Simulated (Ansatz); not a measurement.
AlN:
```xyz
2
Lattice="0.0000 2.0125 2.0125 2.0125 0.0000 2.0125 2.0125 2.0125 0.0000" Properties=species:S:1:pos:R:3 pbc="T T T"
Al     2.0125     2.0125     2.0125
N      0.0000     0.0000     0.0000
```

Relaxed with r²SCAN+D4. Independent-particle spectrum: no excitons, no local fields, no scissors shift; 0.1 eV broadening; ε₁ of the summed bands alone.

**Question.** Tabulate the dielectric function from r²SCAN+D4 (plane waves, PAW; program Ansatz).

**Answer.** 

```csv
E (eV),ε₁ xx,ε₂ xx
0.0,4.62,0.00
0.3,4.62,0.00
0.6,4.63,0.00
0.9,4.64,0.00
1.2,4.66,0.00
1.5,4.69,0.00
1.8,4.72,0.00
2.1,4.76,0.00
2.4,4.81,0.00
2.7,4.86,0.00
3.0,4.93,0.00
3.3,5.00,0.00
3.6,5.08,0.00
3.9,5.18,0.00
4.2,5.29,0.00
4.5,5.41,0.00
4.8,5.56,0.00
5.1,5.73,0.00
5.4,5.92,0.00
5.7,6.16,0.00
6.0,6.44,0.00
6.3,6.79,0.00
6.6,7.31,0.02
6.9,7.81,0.32
7.2,8.28,0.50
7.5,8.93,0.65
7.8,9.92,0.82
8.1,12.03,1.24
8.4,13.20,5.03
8.7,12.77,6.72
9.0,12.41,9.67
9.3,10.52,11.84
9.6,8.90,13.64
9.9,6.50,17.80
10.2,-2.73,15.26
10.5,-2.94,10.84
10.8,-3.26,8.00
11.1,-2.36,6.15
11.4,-1.34,4.95
11.7,0.42,4.68
12.0,0.52,6.03
```

**Question.** From ε at 8.1 eV (xx: 12.03 + 1.24i), find n, k, the normal reflectivity and the absorption coefficient.

**Answer.** n = 3.47, k = 0.179, R = 31 %, α = 2kE/ħc = 150000 cm⁻¹.

With all bands, ε∞ without local fields is 4.69.

Space group Fm-3m (rock salt). This is a known high-pressure phase of the composition, computed here at zero pressure and temperature. The r²SCAN+D4 relaxation kept the symmetry of its start; whether a distortion lowers the energy is not shown. The volume moved by -38 % from the start of the relaxation.

Potentials: the earlier of the program's two PAW sets.
